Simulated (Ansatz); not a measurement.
MoSe2:
Space group P6₃/mmc (No. 194); a = b = 3.277 Å, c = 12.735 Å, α = β = 90.00°, γ = 120.00°

| atom | site | symmetry | x | y | z |
|---|---|---|---|---|---|
| Se | 4f | 3m. | 0.6667 | 0.3333 | 0.1186 |
| Mo | 2c | -6m2 | 0.3333 | 0.6667 | 0.2500 |

Relaxed with PBE+D3(BJ).

Give the optical modes at the zone centre with their infrared and Raman activity from DFPT, plane-wave PAW PBE+D3(BJ) (Ansatz code).

Transverse frequencies, without the LO–TO term; a row sums one degenerate level.

```csv
ω (cm⁻¹),degeneracy,IR ((D/Å)²/amu),Raman (Å⁴/amu),activity,symmetry
30,2,0.00,8.9,Raman,E2g
51,1,0.00,0,silent,B1g
165,2,0.00,0,silent,E2u
167,2,0.00,9.9,Raman,E1g
238,1,0.00,0,silent,B2u
244,1,0.00,2700,Raman,A1g
282,2,0.00,290,Raman,E2g
282,2,4.99,0,IR,E1u
346,1,0.92,0,IR,A2u
350,1,0.00,0,silent,B1g
```

How high does the top mode go among those that the LO–TO term moves?

287 cm⁻¹ for q along x, 287 cm⁻¹ for q along y, 349 cm⁻¹ for q along z.

Space group P6_3/mmc. The cell was relaxed with PBE+D3(BJ) under the symmetry of its start; phonons on a q-mesh show no instability. The run is not spin-polarised.

Potentials: the later of the program's two PAW sets.
